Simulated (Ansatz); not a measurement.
This guess for CaGe4N is about to be relaxed.

```cif
data_structure
_symmetry_space_group_name_H-M 'F-43m'
_symmetry_Int_Tables_number 216
_cell_length_a 7.8667
_cell_length_b 7.8667
_cell_length_c 7.8667
_cell_angle_alpha 90.000
_cell_angle_beta 90.000
_cell_angle_gamma 90.000
_cell_volume 486.84
loop_
_atom_site_label
_atom_site_type_symbol
_atom_site_symmetry_multiplicity
_atom_site_Wyckoff_symbol
_atom_site_fract_x
_atom_site_fract_y
_atom_site_fract_z
_atom_site_occupancy
Ca1 Ca 4 a 0.00000 0.00000 0.00000 1
Ge1 Ge 16 e 0.62500 0.12500 0.87500 1
N1 N 4 d 0.25000 0.25000 0.75000 1
```

Computed with DFT PBE, scalar-relativistic, plane waves, PAW in Ansatz 0.2.0. Cutoff 420 eV, Gaussian smearing, Γ-centred meshes. Cell and atoms relax on a converged mesh. In metals the finer mesh still leaves noise of several meV/atom or more. The steps can't lower the symmetry of their start. No spin polarisation.

A guess keeps its type if space group and coordination stay and the shape of the cell changes little (axis ratios within about 15 %, angles within 6°); the volume may change.

Task: Will the relaxed cell still be of the starting type?

Result: It keeps its type. The symmetry stays F-43m (No. 216). The volume per atom shrinks by 7.2 %, from 20.3 to 18.8 Å³. The shortest distance goes from 2.78 Å (Ge–Ge) to 2.70 Å (Ge–Ge). Counting neighbours within 15 % of an atom's shortest distance, the start has Ca 16, Ge 6, N 16 and the end Ca 16, Ge 6, N 16.

The last run used an 8×8×8 mesh for its 6-atom cell and Gaussian smearing of 0.10 eV. The cell is a metal run without spin; a magnetic state may lie lower. Symmetry constrained the relaxation, so the result can be a saddle point. Another cell of CaGe4N relaxed alike, in P-6m2, lies 300 meV/atom lower, so this cell isn't the stable form at this level.
